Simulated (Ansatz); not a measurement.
Si in space group Ia-3 (No. 206; Si on 16c) under volume change, DFT-r²SCAN in the program Ansatz with PAW potentials, shape and atoms relaxed at each volume.

```tsv
V (Å³/atom)	E − E(relaxed) (meV/atom)	P (GPa)
16.706	50.0	10.58
17.257	(withheld)	(withheld)
17.808	5.0	2.99
18.359	0.0	0.00
18.909	(withheld)	(withheld)
19.460	17.1	-4.70
20.011	36.5	-6.55
```

Fill in the missing entries.


- 18.909, E − E(relaxed) (meV/atom): 4.5
- 18.909, P (GPa): -2.54
- 17.257, E − E(relaxed) (meV/atom): 21.0
- 17.257, P (GPa): 6.46

What does a third-order Birch–Murnaghan fit give for V₀, B₀ and B′?

V₀ = 18.36 Å³/atom, B₀ = 91.4 GPa, B′ = 4.3.

The workflow started from an entry of the Crystallography Open Database (COD), which files this formula under 3 space groups. It is not the phase usual at ambient conditions (space group No. 227). The cell was relaxed with r²SCAN under the symmetry of its start; whether a distortion lowers the energy is not shown.

Potentials: the later of the program's two PAW sets.
